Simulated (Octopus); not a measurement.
## HfO4Si (I41/amd, No. 141): band energies at special points

HfO₄Si (I41/amd, No. 141):
```
CELL_PARAMETERS angstrom
     -3.27670     3.27670     2.98224
      3.27670    -3.27670     2.98224
      3.27670     3.27670    -2.98224
ATOMIC_POSITIONS crystal
  Hf 0.00000 0.00000 0.00000
  Hf 0.75000 0.25000 0.50000
  Si 0.25000 0.75000 0.50000
  Si 0.50000 0.50000 0.00000
  O  0.13409 0.31920 0.81489
  O  0.06920 0.75431 0.68511
  O  0.50431 0.31920 0.18511
  O  0.06920 0.38409 0.31489
  O  0.61591 0.93080 0.68511
  O  0.68080 0.86591 0.18511
  O  0.24569 0.93080 0.31489
  O  0.68080 0.49569 0.81489
```
The cell is a database entry, not relaxed again.

All numbers are Octopus results at the level LDA (grid spacing about 0.16 Å, Γ-centred 6×6×6 k-mesh, no spin polarisation; PseudoDojo 0.4 LDA potentials), not measurements. Spin-orbit coupling is left out.

Energies in eV against the valence band top; 80 electrons a cell outside the pseudopotentials' cores.

```tsv
k-point (reduced)	band 36	band 37	band 38	band 39	band 40	band 41	band 42	band 43
Γ (0.000, 0.000, 0.000)	-0.70	-0.59	-0.59	-0.56	0.00	[?]	6.04	6.12
X (0.000, 0.000, 0.500)	-1.01	-0.95	-0.95	-0.62	-0.62	5.34	5.34	6.49
M (-0.500, 0.500, 0.500)	-1.37	-1.13	-1.13	-0.90	-0.90	6.25	6.25	6.63
Z (0.457, 0.457, -0.457)	-1.28	-1.06	-1.06	-0.85	-0.85	6.16	6.33	6.52
Z0 (-0.457, 0.543, 0.457)	-1.28	-1.06	-1.06	-0.85	-0.85	6.16	6.33	6.52
P (0.250, 0.250, 0.250)	-1.26	-1.14	-1.14	-0.51	-0.51	5.35	5.35	6.74
N (0.000, 0.500, 0.000)	-1.16	-0.96	-0.84	-0.28	[?]	[?]	5.78	6.56
```

Question: What belongs in the gaps?

Answer: 
- N (0.000, 0.500, 0.000), band 40: -0.20
- N (0.000, 0.500, 0.000), band 41: 5.63
- Γ (0.000, 0.000, 0.000), band 41: 5.76
